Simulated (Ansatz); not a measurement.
Relaxed-ion elastic tensor of Si$_{3}$N$_{4}$ in space group P6_3/m (No. 176; Si on 6h, N on 2d, N on 6h) in GPa (Voigt order), plane-wave PAW r²SCAN (Ansatz code); density 3.20 g/cm³, 10.40 Å³ per atom.

```
438  198  114  0.0  0.0  0.0
198  438  114  0.0  0.0  0.0
114  114  570  0.0  0.0  0.0
0.0  0.0  0.0  109  0.0  0.0
0.0  0.0  0.0  0.0  109  0.0
0.0  0.0  0.0  0.0  0.0  120
```

Q: Is the crystal mechanically stable?

A: Yes: the smallest eigenvalue of C is 109 GPa.

Q: Work out the Voigt, Reuss and Hill averages.

A: K_V = 255, K_R = 255, K_H = 255; G_V = 136, G_R = 127, G_H = 131 GPa.

Q: Give Young's modulus, Poisson's ratio, Pugh's ratio and the universal anisotropy index.

A: E = 9KG/(3K + G) = 336 GPa; ν = 0.28; K/G = 1.94 (ductile by the Pugh limit of 1.75); A_U = 5G_V/G_R + K_V/K_R − 6 = 0.37.

Q: Estimate the sound speeds and the Debye temperature.

A: v_l = √((K + 4G/3)/ρ) = 11600 m/s, v_t = √(G/ρ) = 6400 m/s, mean 7140 m/s; Θ = (h/k)(3n/4πV)^(1/3) v_m = 973 K.

Q: How much does each axis shrink under pressure?

A: Linear compressibilities β_i = Σ_j S_ij (j = 1 to 3): x 1.4, y 1.4, z 1.2 per TPa.

Symmetry was held in the r²SCAN relaxation; phonons on a q-mesh show no instability.

Potentials: the earlier of the program's two PAW sets.
